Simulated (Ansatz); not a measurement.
# ⁷³Ge nuclear quadrupole resonance in La₅Ge₃O

Cell: a Materials Project structure (computed, not necessarily an observed phase), taken as it stands.

Space group P6_3/mcm (No. 193); a = 8.9821, c = 6.7399 Å, γ = 120.00°.

```csv
site,Wyckoff,site symmetry,x,y,z
La1,6g,m2m,0.0000,0.7709,0.2500
La7,4d,3.2,0.6667,0.3333,0.0000
Ge,6g,m2m,0.0000,0.3978,0.2500
O,2b,-3.m,0.0000,0.0000,0.0000
```

One atom of each set is listed.

All values are calculated (Ansatz; DFT, r2SCAN, plane waves and PAW, scalar-relativistic, 500 eV cutoff, Γ-centred 5×5×5 k-points, Fermi–Dirac smearing 0.05 eV), not measured.

⁷³Ge: I = 9/2, Q = -196.0 mb (year-2017 value). Static lattice, zero field.

Task: The simulated lines lie at 2.02, 2.73, 4.26, 4.75, 5.72 MHz. What are |C_Q|, η and |V_zz| at Ge?

Result: For I = 9/2 and η = 0 the lines are |C_Q|/24 times 1, 2, 3 and 4; η shifts the lowest up most. At large η the states mix, and weaker lines appear at sums of the main ones; lines under 5 % of the strongest are left out. Here |C_Q| = 34.5 MHz, η = 0.23 and |V_zz| = 7.28 × 10²¹ V/m². The calculation gives V_zz positive; the lines don't show the sign. The site has 7 La at 3.11–3.35 Å; also 2 La at 3.69 Å.

The run finds no gap above 0.1 eV (a metal, or nearly one), so the gradients can move by 10 % or more with the k-mesh. Without spin–orbit coupling (the program notes it for La) the gradients can shift somewhat, as the gap is small.
